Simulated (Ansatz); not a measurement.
Space group P-3m1 (No. 164). a = 4.287 Å, b = 4.287 Å, c = 24.880 Å, α = 90.00°, β = 90.00°, γ = 120.00°
```json
{"atom": "Ge", "site": "1b", "symmetry": "-3m.", "x": "0.0000", "y": "0.0000", "z": "0.5000"}
{"atom": "Sb", "site": "2d", "symmetry": "3m.", "x": "0.6667", "y": "0.3333", "z": "0.9200"}
{"atom": "Sb", "site": "2d", "symmetry": "3m.", "x": "0.3333", "y": "0.6667", "z": "0.3511"}
{"atom": "Te", "site": "2d", "symmetry": "3m.", "x": "0.3333", "y": "0.6667", "z": "0.8516"}
{"atom": "Te", "site": "2c", "symmetry": "3m.", "x": "0.0000", "y": "0.0000", "z": "0.7168"}
{"atom": "Te", "site": "2d", "symmetry": "3m.", "x": "0.6667", "y": "0.3333", "z": "0.4323"}
{"atom": "Te", "site": "1a", "symmetry": "-3m.", "x": "0.0000", "y": "0.0000", "z": "0.0000"}
```

Equation of state of this GeSb₄Te₇ structure (not necessarily the ground state), with shape and atoms relaxed at each volume where symmetry leaves them free. Computed with DFT r2SCAN, scalar-relativistic, plane waves, PAW in Ansatz.

Cutoff 500 eV; k points 6×6×2 on the computed 12-atom cell (Γ-centred); Gaussian smearing, width 0.02 eV; no spin polarisation.

```tsv
V (Å³/atom)	E − E(largest V) (meV/atom)	P (GPa)	gap on mesh (eV)
31.018	5.47	1.84	0.25
32.008	-2.31	0.75	0.46
32.998	-4.44	0.00	0.64
33.988	-3.02	-0.41	0.75
34.978	0.00	-0.54	0.86
```

Question: Fit a third-order Birch–Murnaghan equation to E(V).

Answer: V0 = 33.00 Å³/atom, B0 = 18 GPa, B0' = 18.5. B0' is unusual or poorly fixed by this range. Weakly bound parts are held here without a dispersion correction, so V0, B0 and B0' are rough as values of the real crystal.

Spin-orbit coupling is left out, which matters for the bands of heavy elements. The cell holds layers, and r2SCAN describes their binding at middle range but leaves out its long-range dispersion part.

The gaps are read on the mesh, which can miss the band edges, so they can be too wide.